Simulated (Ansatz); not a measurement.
An ordered 4-atom cell of SiC3 on the diamond lattice (R3m): a one-shot G0W0 calculation in Ansatz (G0W0@PBE with 121 empty bands, a screening cutoff of 140 eV and a 6×6×6 mesh). The cell was relaxed beforehand with r2SCAN.

input.yaml:
```yaml
crystal:
  lattice:
    - [1.4154339591, 0.8172011773, 4.6700734309]
    - [-1.4154339591, 0.8172011773, 4.6700734309]
    - [0.0, -1.6344023546, 4.6700734309]
  atoms:
    - { symbol: C, position: [1.0082378925, 0.0082378925, 0.0082378925] }
    - { symbol: C, position: [0.4889604675, 0.4889604675, 0.4889604675] }
    - { symbol: C, position: [0.3791724032, 0.3791724032, 0.3791724032] }
    - { symbol: Si, position: [0.8736292368, 0.8736292368, 0.8736292368] }
kpoints:
  mp_grid: { grid: [6, 6, 6] }
hamiltonian:
  xc: pbe
scf:
  occupations: { method: fixed }
gw:
  n_empty_bands: 121
  ecut_chi: 140
  qp_bands: [v2, c2]
  qp_kpoints: band_edges
  screening: { model: godby_needs }
```

Command: `ansatz run input.yaml --threads 2 --pin off --max-ram 3686MiB --backend cpu --events-out ev --progress --plain --runs-dir out`.

Question: It ran on 2 threads of Arm Neoverse V1, on a shared host. About how long did it take, and what peak of host memory did it reach?

Answer: About 2.7 min, with a peak of 0.64 GiB.

The output, standing remarks left out:
```
Functional definition: PBE
Crystal: 4 atoms, lattice volume = 32.411 Å³
Basis set: ecut = 420 eV, 663 PW (Γ)
Bands: 12, of which v1, the nominal top of the filled ones, is band 8 counted from 1 (7 counted from 0)
Symmetry: 6 space group operations
Space group: R3m (ITA 160)
k-points: 32 of 216 (time reversal used)
preconditioner: auto → none  [insulator: Δε(μ)=1.667 eV  ℏωp=26.1 eV]
SCF converged after 7 iterations
Free energy (F): -1386.545572 eV
Fermi energy:    11.280990 eV
--- Band table (eV; the first three rows and the last of 32) ---
  k-point 0: bands = […, -0.0335, 8.4379, 8.4379, 10.2966, 11.2810, 11.2810, 15.1261, 15.9840, 15.9840, 16.1753]
  k-point 1: bands = […, 0.5554, 6.1754, 7.7673, 8.9845, 9.8529, 10.4471, 15.3884, 16.2104, 17.2889, 17.4751]
  k-point 2: bands = […, 1.4724, 3.4485, 5.5276, 6.7501, 8.0882, 9.2918, 14.7438, 15.7297, 18.2286, 19.2938]
  k-point 31: bands = […, 4.1564, 6.3036, 8.5240, 8.5240, 10.9291, 10.9291, 15.2037, 16.5731, 16.5731, 16.8369]
--- G₀W₀: ω_p = 26.0898 eV, 216 q-points, 121 empty bands' worth ---
    ik  band        ε_KS         Σx   Σc(E_QP)       V_xc       Z   E_QP_lin       E_QP  E_QP is
     0     7     11.2810   -18.8995     1.9452   -16.5292  0.8052    10.8552    10.8559  root
     0     8     11.2810   -18.8995     1.9452   -16.5292  0.8052    10.8552    10.8559  root
     0     9     15.1261   -11.0981    -5.1705   -16.9726  0.7959    15.8326    15.8301  root
     0    10     15.9840    -9.1214    -5.2515   -15.2788  0.8026    16.8939    16.8898  root
     1     7      9.8529   -19.2864     2.2242   -16.5400  0.8025     9.3296     9.3307  root
     1     8     10.4471   -18.9449     2.1989   -16.2352  0.8040     9.9353     9.9363  root
     1     9     15.3884    -9.3728    -5.1463   -15.2932  0.8032    16.1654    16.1625  root
     1    10     16.2104    -8.6920    -5.0787   -14.4417  0.8108    16.8838    16.8815  root
     2     7      8.0882   -19.5101     2.7527   -16.1027  0.7966     7.4315     7.4336  root
     2     8      9.2918   -19.2125     2.6061   -15.9771  0.8011     8.6607     8.6626  root
     2     9     14.7438    -8.7006    -4.8778   -14.1860  0.8120    15.3532    15.3515  root
     2    10     15.7297    -8.0756    -4.9795   -13.6612  0.8149    16.3377    16.3359  root
     3     7      6.3368   -19.2945     3.0804   -15.5560  0.7901     5.6763     5.6787  root
     3     8      8.8390   -19.3370     2.7629   -15.9019  0.7997     8.1645     8.1667  root
     3     9     14.5028    -8.5731    -4.7749   -13.9103  0.8147    15.0664    15.0650  root
     3    10     15.3897    -7.7411    -4.9626   -13.2736  0.8166    15.9611    15.9595  root
     4     7      9.9174   -19.0135     2.1580   -16.3474  0.8033     9.4082     9.4092  root
     4     8     10.7530   -18.9755     2.0956   -16.4041  0.8044    10.2764    10.2773  root
     4     9     15.1981    -9.4370    -5.0377   -15.1758  0.8057    15.9015    15.8992  root
     4    10     16.5686    -8.7804    -5.3080   -14.8947  0.8035    17.3783    17.3749  root
     9     7      9.1303   -19.2002     2.4278   -16.2008  0.8004     8.5572     8.5586  root
     9     8      9.9678   -19.2233     2.3579   -16.3176  0.8024     9.4188     9.4201  root
     9     9     13.9013    -8.5843    -4.6066   -13.6998  0.8174    14.4113    14.4102  root
     9    10     15.4264    -8.4570    -4.9821   -14.0411  0.8111    16.0301    16.0283  root
    12     7      8.9297   -19.2237     2.5247   -16.0962  0.7988     8.3252     8.3268  root
    12     8      9.6576   -19.3532     2.4670   -16.3120  0.8014     9.0819     9.0834  root
    12     9     12.8705    -7.9004    -4.3060   -12.5801  0.8253    13.2447    13.2441  root
    12    10     13.9458    -8.6705    -4.6572   -13.8337  0.8171    14.4528    14.4517  root
    13     7     11.1895   -18.9047     1.9675   -16.5050  0.8050    10.7566    10.7573  root
    13     8     11.1895   -18.9047     1.9675   -16.5050  0.8050    10.7566    10.7573  root
    13     9     15.1653   -11.0560    -5.2009   -16.9863  0.7950    15.8974    15.8947  root
    13    10     16.1333    -9.1153    -5.3071   -15.3380  0.8015    17.0531    17.0490  root
    18     7      9.0927   -18.6711     2.3830   -15.6910  0.8020     8.4940     8.4956  root
    18     8     10.8610   -19.0758     2.0803   -16.5304  0.8043    10.3951    10.3959  root
    18     9     15.0861    -9.4232    -4.9267   -15.0321  0.8069    15.7704    15.7683  root
    18    10     16.6746    -9.1920    -5.4249   -15.4376  0.7985    17.4990    17.4953  root
  […]
```

The rows of the band table are 0: (0, 0, 0) = Γ, 1: (0, 0, 1/6), 2: (0, 0, 1/3), 31: (-1/2, -1/2, -1/2).

The points are ik 0 = (0, 0, 0) (Γ), ik 1 = (0, 0, 1/6), ik 2 = (0, 0, 1/3), ik 3 = (0, 0, -1/2), ik 4 = (0, 1/6, 1/6), ik 9 = (0, 1/3, 1/3), ik 12 = (0, -1/2, -1/2), ik 13 = (1/6, 1/6, 1/6), ik 18 = (1/6, 1/3, 1/3), ik 22 = (1/6, -1/2, -1/2), ik 24 = (1/6, -1/2, -1/6), ik 25 = (1/6, -1/3, -1/3); band 8 is the last filled one.

Over the mesh points the PBE gap of 1.59 eV becomes a quasiparticle gap of 2.39 eV (Γ to k = (0, -1/2, -1/2)), a change of +0.80 eV. Renormalisation factors Z lie between 0.79 and 0.83. G0W0 here is at a finite number of bands, screening cutoff and k mesh, not at the basis limit.

The calculation is spin-unpolarised, and the structure need not be a phase that has been made.
